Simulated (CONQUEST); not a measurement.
## Cell size against k-point sampling: Al (space group no. 194; from Materials Project mp-2647008)

The cell holds 64 atoms: 4 × 2 × 2 repeats of the unit below.

```
Al
1.0
    2.81246     0.00000     0.00000
    0.00000     4.87132     0.00000
    0.00000     0.00000     4.86685
Al
4
Direct
  0.50000   0.16667   0.75000
  0.00000   0.33333   0.25000
  0.00000   0.66667   0.75000
  0.50000   0.83333   0.25000
```

Level of theory: PBEsol, numerical atomic orbitals single-zeta with polarisation (the shipped basis less its second zetas), PseudoDojo norm-conserving potentials made for PBEsol (CONQUEST).

Settings: basis = SZP; Diag.MPMeshX, Y, Z = 2 2 2; potentials = PseudoDojo norm-conserving PBEsol; Grid.GridCutoff = 70 Ha; DM.SolutionMethod = diagon; Diag.kT = 0.003675 Ha; Diag.GammaCentred = true; Diag.KProcGroups = 4; minE.SCTolerance = 1.0e-06; SC.MaxIters = 100; SC.LinearMixingFactor = 0.3; SC.KerkerPreCondition = true; SC.KerkerFactor = 0.5 1/bohr; AtomMove.TypeOfRun = static.

The same crystal is run in cells of several sizes, at the zone centre alone and on meshes of about one spacing (all through Γ); other settings stay, and the mesh named above is that of the cell described.

```csv
run,repeats,atoms,k-point mesh,atoms × mesh points,ΔF from R9 (meV/atom),pressure (GPa),rough cost (cheapest run = 1)
R0,1 × 1 × 1,4,7 × 4 × 4,448,15.4,6.29,1
R1,2 × 1 × 1,8,4 × 4 × 4,512,20.3,6.12,2
R2,3 × 2 × 2,48,1 × 1 × 1,48,-104.7,6.06,2
R3,3 × 2 × 2,48,3 × 2 × 2,576,-0.2,6.29,5
R4,4 × 2 × 2,64,1 × 1 × 1,64,-34.0,5.99,4
R5,4 × 2 × 2,64,2 × 2 × 2,512,20.3,6.12,5
R6,5 × 3 × 3,180,1 × 1 × 1,180,3.4,6.58,10
R7,5 × 3 × 3,180,2 × 2 × 2,1440,-2.3,6.00,40
R8,6 × 3 × 3,216,1 × 1 × 1,216,72.6,7.21,10
R9,6 × 3 × 3,216,2 × 2 × 2,1728,0.0,5.91,50
```

At the zone centre alone the energy per atom lies -105 meV from run R9 in the cell of 48 atoms and 72.6 meV in that of 216. The runs on meshes spread over 22.6 meV/atom. A supercell at Γ samples the same points as the small cell on a mesh of its repeats, so the product of atoms and mesh points roughly measures the sampling (how it is spread over the three directions matters too); run R9 has the largest product here, or one of the largest, and need not be converged itself. Rows whose repeats times mesh give the same three numbers hold the same set of points and agree by construction.

The program uses no crystal symmetry, so grid and mesh can part values that symmetry would make equal. The atom-centred basis is finite, which shifts total energies, pressures and forces against plane waves. The structure comes from a collection of computed structures, made at another level of theory; the collection holds predicted forms beside known ones. The cell is neutral and was run without spin polarisation; atoms start from ideal sites unless a change or a relaxation is shown. No clean gap shows at this smearing width and mesh (spacing up to 0.32 Å⁻¹); the mesh is coarse for partly filled bands, so the values carry mesh errors.

Costs are rough ratios from one shared machine.

Small differences between rows can be mesh errors.
